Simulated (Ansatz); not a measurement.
Space group P6_3mc (No. 186). a = 3.393 Å, b = 3.393 Å, c = 5.317 Å, α = 90.00°, β = 90.00°, γ = 120.00°
```csv
atom,site,symmetry,x,y,z
Mn,2b,3m.,0.3333,0.6667,0.9988
O,2b,3m.,0.3333,0.6667,0.3876
```

Equation of state of this MnO structure (not necessarily the ground state), with shape and atoms relaxed at each volume where symmetry leaves them free. It has no gap at any of these volumes. Level of theory: Ansatz 0.2.0, DFT PBEsol, scalar-relativistic, plane waves, PAW.

Settings: cutoff 420 eV, Γ-centred mesh 12×12×8 on the computed 4-atom cell, Gaussian smearing of 0.10 eV; collinear spin.

```tsv
V (Å³/atom)	E − E(largest V) (meV/atom)	P (GPa)
12.455	-25.46	7.40
12.853	-39.22	3.62
13.250	-43.89	0.00
13.648	-39.57	-3.48
14.045	-27.16	-6.49
14.575	0.00	-9.83
```

Question: Fit a third-order Birch–Murnaghan equation to E(V).

Answer: V0 = 13.25 Å³/atom, B0 = 117 GPa, B0' = 2.1.

The state reached may not be the lowest one. The program reads another magnetic order as possibly lower. Moments started parallel, and an antiferromagnetic order may lie lower.

This wurtzite form isn't the usual stable structure of the compound.

Cost: 6 runs of about 22 core-minutes in all, on Arm Neoverse V1 (shared hosts).